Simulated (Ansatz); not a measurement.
Cl:
```cif
data_Cl4
_chemical_formula_sum 'Cl4'
_space_group_name_H-M_alt 'P 1'
_space_group_IT_number 1
_cell_length_a 3.97658
_cell_length_b 3.97658
_cell_length_c 8.00443
_cell_angle_alpha 90.000
_cell_angle_beta 90.000
_cell_angle_gamma 58.379
loop_
_space_group_symop_operation_xyz
  'x, y, z'
loop_
_atom_site_label
_atom_site_type_symbol
_atom_site_fract_x
_atom_site_fract_y
_atom_site_fract_z
_atom_site_occupancy
Cl1 Cl 0.87343 0.12657 0.61123 1
Cl2 Cl 0.12657 0.87343 0.38877 1
Cl3 Cl 0.62657 0.37343 0.11123 1
Cl4 Cl 0.37343 0.62657 0.88877 1
```

Relaxed with PBEsol.

### Question
Which orbitals make up the states near the band edges in plane-wave PAW PBEsol (Ansatz code)?

### Answer
Top 1 eV of the valence band: Cl 3p 99 %. Bottom 1 eV of the conduction band: Cl 3p 92 %. Projections are on Löwdin-orthogonalised atomic valence shells; empty p or d shells of many metals are not among them.

### Question
Tabulate the density of states.

### Answer
States/eV per cell of 4 atoms, in 0.25 eV bins, energy from the valence-band maximum.

```csv
E (eV),total,Cl 3p,Cl 3s
-7.85,0.00,0.00,0.00
-7.60,0.00,0.00,0.00
-7.35,0.00,0.00,0.00
-7.10,0.00,0.00,0.00
-6.85,0.00,0.00,0.00
-6.60,0.00,0.00,0.00
-6.35,0.00,0.00,0.00
-6.10,0.04,0.04,0.00
-5.85,3.47,3.23,0.20
-5.60,3.73,3.42,0.26
-5.35,3.71,3.36,0.31
-5.10,1.99,1.78,0.19
-4.85,1.47,1.29,0.16
-4.60,1.16,1.01,0.13
-4.35,0.42,0.36,0.05
-4.10,0.35,0.35,0.00
-3.85,2.82,2.77,0.04
-3.60,4.78,4.67,0.07
-3.35,4.89,4.77,0.08
-3.10,5.04,4.95,0.04
-2.85,8.48,8.36,0.04
-2.60,4.98,4.89,0.04
-2.35,0.65,0.64,0.01
-2.10,0.00,0.00,0.00
-1.85,0.00,0.00,0.00
-1.60,0.13,0.13,0.00
-1.35,1.20,1.19,0.01
-1.10,5.69,5.58,0.06
-0.85,5.92,5.82,0.06
-0.60,8.25,8.15,0.05
-0.35,9.40,9.30,0.05
-0.10,1.41,1.40,0.00
0.15,0.00,0.00,0.00
0.40,0.00,0.00,0.00
0.65,0.00,0.00,0.00
0.90,0.00,0.00,0.00
1.15,0.00,0.00,0.00
1.40,0.00,0.00,0.00
1.65,0.00,0.00,0.00
1.90,0.00,0.00,0.00
2.15,2.07,1.86,0.15
2.40,4.30,3.92,0.24
2.65,5.06,4.67,0.22
2.90,4.57,4.26,0.15
3.15,0.00,0.00,0.00
3.40,0.00,0.00,0.00
3.65,0.00,0.00,0.00
3.90,0.00,0.00,0.00
4.15,0.00,0.00,0.00
4.40,0.00,0.00,0.00
4.65,0.00,0.00,0.00
4.90,0.00,0.00,0.00
5.15,0.00,0.00,0.00
5.40,0.00,0.00,0.00
5.65,0.00,0.00,0.00
5.90,0.00,0.00,0.00
6.15,0.00,0.00,0.00
6.40,0.05,0.00,0.00
6.65,0.24,0.00,0.00
6.90,0.60,0.01,0.00
```

Space group Cmce (molecular I2 type). The PBEsol relaxation kept the symmetry of its start. The substance is a gas or liquid at ambient conditions; this is its low-temperature solid. A crystal of weakly bound molecules computed without a dispersion correction: the cell and the soft elastic constants depend strongly on that.

Potentials: the later of the program's two PAW sets.
